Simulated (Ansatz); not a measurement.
Values for one crystal, relaxed and computed with DFT-PBEsol in the program Ansatz with PAW potentials; other levels are named.

```yaml
volume_per_atom: 12.69 Å³
band_gap: 2.37 eV (indirect)
Bulk modulus (Birch–Murnaghan fit): 87.9 GPa
valence_band_maximum: off the standard path, at k = (-0.010, 0.255, 0.000) in fractions of the reciprocal vectors
Pressure derivative B′: 8.0
electron_effective_mass: 0.81, 0.86, 18 mₑ (principal values)
smallest_direct_gap_on_the_standard_path: 2.48 eV
```

**Question.** Which of these materials gives this?
A) MnO2, CdI2 type
B) ZnO, wurtzite
C) BiB, zinc blende
D) Ti3Bi4O12, Pc (Pearson symbol mP38)

**Answer.** D, Ti3Bi4O12, Pc (Pearson symbol mP38)

The first step of the workflow began from a Materials Project structure, measured or hypothetical; the Crystallography Open Database copy checked does not list it. COD files the formula under space group No. 41. Whether it is the stable phase at ambient conditions was not checked. The PBEsol relaxation kept the symmetry of its start; its stability against distortions is not shown here. The run is not spin-polarised. Spin–orbit coupling is left out wherever it is not named.

Potentials: the later of the program's two PAW sets.
